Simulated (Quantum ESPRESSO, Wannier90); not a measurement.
## SnO (Pmn2₁), plane waves to Wannier functions

```
begin unit_cell_cart
ang
    3.3550000000    0.0000000000    0.0000000000
    0.0000000000    5.6741000000    0.0000000000
    0.0000000000    0.0000000000    4.2219700000
end unit_cell_cart
begin atoms_frac
Sn   0.0000000000  0.2319100000 -0.4868600000
Sn   0.5000000000 -0.2319100000  0.0131400000
O    0.0000000000 -0.1087500000 -0.2631400000
O    0.5000000000  0.1087500000  0.2368600000
end atoms_frac
```

Materials Project entry mp-545552; symmetrised, unrelaxed at this level. Not found in the COD (Crystallography Open Database) copy used, which has the formula in other groups; not checked further. Level: PBEsol, spinors with spin-orbit coupling; pw.x of Quantum ESPRESSO at 68 Ry with PseudoDojo potentials, 6×4×6 k-points, Wannier90. Density: 10×6×8 mesh, cold smearing 0.01 Ry. The cell is built of weakly bound layers, chains or molecules, whose nearest atoms lie 3.86 Å apart. Database cells relaxed without dispersion often hold them too far apart, which can enlarge gaps and weakens couplings between them; spacing and stacking were not compared with the measured crystal.

Functional, cutoff and mesh named above are those of the base row (1); the first column says what each row takes instead. Model: 32 functions from bands 21-72, start hydrogen-like Sn: s;p; O: s;p, disentangled but not localised (num_iter = 0), frozen window tied to the conduction edge or Fermi level of each row, as listed, which moves Ω_I and hoppings a little by itself. Energies are relative to the valence-band maximum; the misfit is to pw.x on a path, for states up to 2.2 eV relative to the valence-band maximum. The lattice is scaled uniformly, fractional positions fixed. The disentangled Ω_I can sit in another minimum from row to row.

| scale | frozen to (eV) | Ω_I (Å²) | rms misfit (meV) | gap (eV) | on-site Sn1 pz↑ minus Sn1 s↑ (eV) | hopping modulus O3 py↑ – Sn1 s↑, R = 0 0 0 (eV) | hopping modulus O3 py↑ – Sn1 py↑, R = 0 0 0 (eV) | hopping modulus O3 s↑ – Sn1 s↑, R = 0 0 0 (eV) |
|---|---|---|---|---|---|---|---|---|
| 0.97 | 2.59 | 32.94 | 4.7 | 1.09 | 5.71 | 2.072 | 1.826 | 0.932 |
| 0.985 | 2.65 | 32.40 | 4.6 | 1.15 | 5.84 | 2.004 | 1.766 | 0.886 |
| 1 | 2.72 | 32.18 | 4.5 | 1.22 | 5.93 | 1.935 | 1.705 | 0.839 |
| 1.015 | 2.77 | 32.10 | 4.1 | 1.27 | 6.03 | 1.869 | 1.645 | 0.786 |
| 1.03 | 2.82 | 32.03 | 3.7 | 1.32 | 6.13 | 1.804 | 1.587 | 0.735 |
